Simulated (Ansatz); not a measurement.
ZrPbO3 (cubic perovskite)

```xyz
5
Lattice="4.1413 0.0000 0.0000 0.0000 4.1413 0.0000 0.0000 0.0000 4.1413" Properties=species:S:1:pos:R:3 pbc="T T T"
Zr     0.0000     0.0000     0.0000
Pb     2.0706     2.0706     2.0706
O      2.0706     0.0000     0.0000
O      0.0000     2.0706     0.0000
O      0.0000     0.0000     2.0706
```

Grid over V/V₀ and (c/a)/(c/a)₀, subscript 0 meaning the relaxed cell; the conventional c axis lies along z; no internal relaxation.

Computed with PBEsol (plane waves to 420 eV, PAW, scalar-relativistic; Ansatz, a quantum-chemistry and plane-wave program). k mesh 8×8×8 (Γ-centred), Fermi-Dirac smearing 0.05 eV. The energy includes the smearing's −TS. Spin-orbit coupling is left out, though Pb is heavy. This is a high-temperature form of ZrPbO3. ZrPbO3 is run without spin polarisation. ZrPbO3 was relaxed with its symmetry unable to fall. ΔE is measured from the relaxed starting cell.

```json
[
 {"ΔE (meV/atom)": "(c/a)/(c/a)₀ = 0.880", "V/V₀ = 0.920": "226.5", "V/V₀ = 0.947": "181.0", "V/V₀ = 0.973": "150.6", "V/V₀ = 1.000": "133.4", "V/V₀ = 1.027": "127.5", "V/V₀ = 1.053": "131.7", "V/V₀ = 1.080": "144.5"},
 {"ΔE (meV/atom)": "(c/a)/(c/a)₀ = 0.920", "V/V₀ = 0.920": "124.6", "V/V₀ = 0.947": "86.8", "V/V₀ = 0.973": "63.7", "V/V₀ = 1.000": "53.2", "V/V₀ = 1.027": "53.8", "V/V₀ = 1.053": "63.9", "V/V₀ = 1.080": "82.2"},
 {"ΔE (meV/atom)": "(c/a)/(c/a)₀ = 0.960", "V/V₀ = 0.920": "71.5", "V/V₀ = 0.947": "38.0", "V/V₀ = 0.973": "18.8", "V/V₀ = 1.000": "12.0", "V/V₀ = 1.027": "16.1", "V/V₀ = 1.053": "29.4", "V/V₀ = 1.080": "50.9"},
 {"ΔE (meV/atom)": "(c/a)/(c/a)₀ = 1.000", "V/V₀ = 0.920": "55.7", "V/V₀ = 0.947": "23.5", "V/V₀ = 0.973": "5.6", "V/V₀ = 1.000": "0.0", "V/V₀ = 1.027": "5.1", "V/V₀ = 1.053": "19.5", "V/V₀ = 1.080": "41.8"},
 {"ΔE (meV/atom)": "(c/a)/(c/a)₀ = 1.040", "V/V₀ = 0.920": "(withheld)", "V/V₀ = 0.947": "(withheld)", "V/V₀ = 0.973": "16.8", "V/V₀ = 1.000": "10.2", "V/V₀ = 1.027": "14.3", "V/V₀ = 1.053": "27.8", "V/V₀ = 1.080": "49.3"},
 {"ΔE (meV/atom)": "(c/a)/(c/a)₀ = 1.080", "V/V₀ = 0.920": "106.3", "V/V₀ = 0.947": "(withheld)", "V/V₀ = 0.973": "47.4", "V/V₀ = 1.000": "37.9", "V/V₀ = 1.027": "39.3", "V/V₀ = 1.053": "50.3", "V/V₀ = 1.080": "(withheld)"},
 {"ΔE (meV/atom)": "(c/a)/(c/a)₀ = 1.120", "V/V₀ = 0.920": "163.1", "V/V₀ = 0.947": "121.1", "V/V₀ = 0.973": "94.1", "V/V₀ = 1.000": "80.1", "V/V₀ = 1.027": "77.3", "V/V₀ = 1.053": "84.4", "V/V₀ = 1.080": "99.9"}
]
```

Fill in the missing entries.


- (c/a)/(c/a)₀ = 1.040, V/V₀ = 0.920: 69.3
- (c/a)/(c/a)₀ = 1.040, V/V₀ = 0.947: 35.8
- (c/a)/(c/a)₀ = 1.080, V/V₀ = 0.947: 69.6
- (c/a)/(c/a)₀ = 1.080, V/V₀ = 1.080: 69.5

(Under strain, the slope of the energy per volume gives the stress and its curvature an elastic modulus.)
